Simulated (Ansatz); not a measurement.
Trial structures of Be₃Bi₂: starts and ends

These are results of DFT PBE, scalar-relativistic, plane waves, PAW (Ansatz), not measurements. Settings: cutoff 420 eV, Γ-centred meshes spaced at most about 0.3 Å⁻¹, and about 0.25 Å⁻¹ or finer for metals (2π included), Gaussian smearing. No spin polarisation in the final relaxations.

Each guess was relaxed in cell and atoms at zero pressure, within the symmetry of its start. All energies are static (0 K, no zero-point motion). Coordination counts all near atoms (those within 1.25 times the shortest distance at each site; a plus sign parts nearer from farther groups; a slash parts the counts of unlike sites).

| guess | made from | start group | V start (Å³/atom) | end group | V end (Å³/atom) | coordination at the end | gap on mesh (eV) | E over the lowest end (meV/atom) |
| --- | --- | --- | --- | --- | --- | --- | --- | --- |
| 1 | Mg3Sb2 type | P-3m1 | 19.8 | P-3m1 (La2O3 (A sesquioxide)) | 19.2 | Be 6/7, Bi 7 | 0 | 59 |
| 2 | Fe3Ge2 type | P-6m2 | 15.8 | ? | ? | ? | ? | ? |
| 3 | random cell | P-3m1 | 18.3 | P-3m1 | 20.0 | Be 2/2+3, Bi 3+3 | 0 | 0 |
| 4 | random cell | P6/mmm | 16.2 | P6/mmm | 23.3 | Be 6/8, Bi 5 | 0 | 587 |

Guess 2 as it starts:

Space group P-6m2 (No. 187). a = 4.203 Å, b = 4.203 Å, c = 5.161 Å, α = 90.00°, β = 90.00°, γ = 120.00°
```tsv
atom	site	symmetry	x	y	z
Be	2g	3m.	0.0000	0.0000	0.7454
Be	1e	-6m2	0.6667	0.3333	0.0000
Bi	1f	-6m2	0.6667	0.3333	0.5000
Bi	1c	-6m2	0.3333	0.6667	0.0000
```

Q: Fill in the missing row: what does this guess relax into, and where does it rank?

A: It ends in space group P-6m2 (No. 187), with a = 4.698 Å, c = 4.985 Å, 19.1 Å³/atom and no gap. It lies 216 meV/atom over the lowest end, above guess 1 and below guess 4. Counting all near atoms, this end has Be 11/2+9, Bi 2+6/9 and the lowest (guess 3) has Be 2/2+3, Bi 3+3.

```
CELL_PARAMETERS angstrom
4.69775 0.00000 0.00000
-2.34888 4.06837 0.00000
0.00000 0.00000 4.98544
ATOMIC_POSITIONS crystal
Be 0.00000 0.00000 0.75220
Be 0.00000 0.00000 0.24780
Be 0.66667 0.33333 0.00000
Bi 0.66667 0.33333 0.50000
Bi 0.33333 0.66667 0.00000
```

The zero of energy is the elements' standard structures at the same level; no fitted shifts are applied.

Q: Is the lowest end bound against the elements?

A: No: its formation energy is +0.53 eV/atom. A positive value: parting into the elements would lower its energy.

Spin–orbit coupling, which can matter for Bi, is left out. Cells relaxed within their symmetry can be saddle points. A lower structure may well exist outside this small set. Some candidate types were left out of the draw beforehand, so a known form may be missing.
